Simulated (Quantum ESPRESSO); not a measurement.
**Band energies of CO2**

```xyz
6
Lattice="4.3778 0.0000 0.0000 0.0000 4.3778 0.0000 0.0000 0.0000 4.7674" Properties=species:S:1:pos:R:3 pbc="T T T"
C      2.1889     2.1889     2.3837
C      0.0000     0.0000     0.0000
O      1.3640     3.0139     2.3837
O      3.0139     1.3640     2.3837
O      3.5529     3.5529     0.0000
O      0.8249     0.8249     0.0000
```

PBEsol (pw.x of Quantum ESPRESSO, ONCV potentials, without SOC); path ΓXMΓZRAZ,XR,MA; energies in eV from the valence-band maximum.

```csv
k (1/Å),point,band 12,band 13,band 14,band 15,band 16,band 17,band 18,band 19
0.00,Γ,-3.50,-1.13,-0.40,-0.37,-0.37,6.57,7.67,8.08
0.72,X,-3.78,-0.41,-0.41,-0.39,-0.39,8.19,8.19,8.29
1.44,M,-3.81,-0.52,-0.52,0.00,0.00,8.31,8.31,8.39
1.94,,-3.70,-0.56,-0.45,-0.39,-0.20,7.82,7.98,8.10
2.45,Γ,-3.50,-1.13,-0.40,-0.37,-0.37,6.57,7.67,8.08
3.11,Z,-3.79,-0.78,-0.78,-0.38,-0.38,7.95,7.95,8.18
3.65,,-3.57,-0.70,-0.70,-0.24,-0.24,8.06,8.06,8.46
3.83,R,-3.54,-0.71,-0.71,-0.20,-0.20,8.06,8.06,8.52
4.19,,-3.64,-0.52,-0.52,-0.13,-0.13,7.92,7.92,8.43
4.54,A,-3.80,-0.42,-0.42,0.00,0.00,7.84,7.84,8.39
4.69,,-3.73,-0.43,-0.43,-0.04,-0.02,7.85,7.85,8.39
5.12,,-3.59,-0.60,-0.49,-0.47,-0.25,7.94,7.99,8.31
5.56,Z,-3.79,-0.78,-0.78,-0.38,-0.38,7.95,7.95,8.18
5.56,X,-3.78,-0.41,-0.41,-0.39,-0.39,8.19,8.19,8.29
5.89,,-3.74,-0.60,-0.60,-0.25,-0.25,8.12,8.12,8.40
6.22,R,-3.54,-0.71,-0.71,-0.20,-0.20,8.06,8.06,8.52
6.22,M,-3.81,-0.52,-0.52,0.00,0.00,8.31,8.31,8.39
6.88,A,-3.80,-0.42,-0.42,0.00,0.00,7.84,7.84,8.39
```

The PBEsol gap is indirect, 6.57 eV, from A to Γ; the smallest direct gap is 6.94 eV.

Geometry relaxed with PBE+D3(BJ).

The structure is a Materials Project entry; no match was found in the copy of COD used, and its stability was not checked.
